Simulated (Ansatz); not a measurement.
TiAl:
```cif
data_AlTi
_chemical_formula_sum 'Al1 Ti1'
_space_group_name_H-M_alt 'P4/mmm'
_space_group_IT_number 123
_space_group_name_Hall '-P 4 2'
_cell_length_a 2.76469
_cell_length_b 2.76469
_cell_length_c 4.00395
_cell_angle_alpha 90.000
_cell_angle_beta 90.000
_cell_angle_gamma 90.000
loop_
_atom_site_label
_atom_site_type_symbol
_atom_site_symmetry_multiplicity
_atom_site_Wyckoff_symbol
_atom_site_fract_x
_atom_site_fract_y
_atom_site_fract_z
_atom_site_occupancy
Al1 Al 1 d 0.50000 0.50000 0.50000 1
Ti1 Ti 1 a 0.00000 0.00000 0.00000 1
```

Relaxed with LDA.

Problem. Decompose the optical modes at the zone centre into irreducible representations, and say which are infrared and Raman allowed.

Solution. Point group 4/mmm: Γ_opt = A2u + Eu. Infrared: A2u, Eu. Raman: none.

Problem. Assign frequencies (DFPT, plane-wave PAW LDA (Ansatz code)).

Solution. Eu 273, A2u 318 cm⁻¹.

Symmetry was held in the LDA relaxation; of distortions, only those at the zone centre were tested. No spin polarisation was allowed. As this level gives no gap, phonon frequencies hold no LO–TO term and depend on the k-mesh and smearing (Fermi–Dirac, 0.1 eV here).

Potentials: the later of the program's two PAW sets.
